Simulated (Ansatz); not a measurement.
Consider the following.

Si3N4:
```cif
data_N32Si24
_chemical_formula_sum 'Si24 N32'
_space_group_name_H-M_alt 'Fd-3m :1'
_space_group_IT_number 227
_space_group_name_Hall 'F 4d 2 3 -1d'
_cell_length_a 7.78931
_cell_length_b 7.78931
_cell_length_c 7.78931
_cell_angle_alpha 90.000
_cell_angle_beta 90.000
_cell_angle_gamma 90.000
loop_
_atom_site_label
_atom_site_type_symbol
_atom_site_symmetry_multiplicity
_atom_site_Wyckoff_symbol
_atom_site_fract_x
_atom_site_fract_y
_atom_site_fract_z
_atom_site_occupancy
Si1 Si 16 c 0.12500 0.12500 0.12500 1
Si2 Si 8 b 0.50000 0.50000 0.50000 1
N1 N 32 e 0.36754 0.36754 0.36754 1
```
(The calculation used a cell of 14 atoms; values per cell refer to that cell.)

This is the PBE-relaxed structure.

Task: All from PBE (plane waves, PAW; program Ansatz), unless another level is named. Give the bulk modulus (Birch–Murnaghan fit).

Result: 293 GPa.

Task: What about the elastic constants (relaxed ions, GPa)?

Result: C11 = 513, C12 = 184, C44 = 326.

The PBE relaxation kept the symmetry of its start.

Potentials: the later of the program's two PAW sets.
